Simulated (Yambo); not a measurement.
RPA spectrum of BaTiO3 (space group Amm2, No. 38) on PBEsol bands in Yambo (8×8×8 mesh, 57 bands, 3 Ry local-field block, 0.2 eV broadening; field along x). CGrdSpXd merges neighbouring transition energies to save time; the report line [X-CG] gives the poles kept by one of the 4 MPI tasks, and where the merging fails may depend on that split. Axes are Cartesian, with cell vectors (Å) (3.98, 0.00, 0.00), (0.00, 2.86, 2.88), (0.00, -2.86, 2.88).

```csv
CGrdSpXd asked (%),share reached (%),poles used (one task),static ε,largest change of Im ε (% of its maximum),rough time
100,100,15812,6.13,0.0,1
70,69,11067,6.13,0.0,within a factor of two
30,29,4679,6.13,0.1,within a factor of two
15,0,128,6.33,27,about 1/3
5,0,128,6.33,27,about 1/3
```

All runs end normally. In the runs at 15 %, 5 % few poles are left or the spectrum changes by over a quarter of its peak, and no warning says so. Times are rough ratios from shared machines. The k mesh wasn't tested; the rows compare only with each other.

Geometry of the Materials Project entry, not relaxed at this level; primitive cell a = 3.983 Å, b = 4.057 Å, c = 4.057 Å, α = 89.75°, β = 90.00°, γ = 90.00°.

This is not the ordinary phase of the substance.
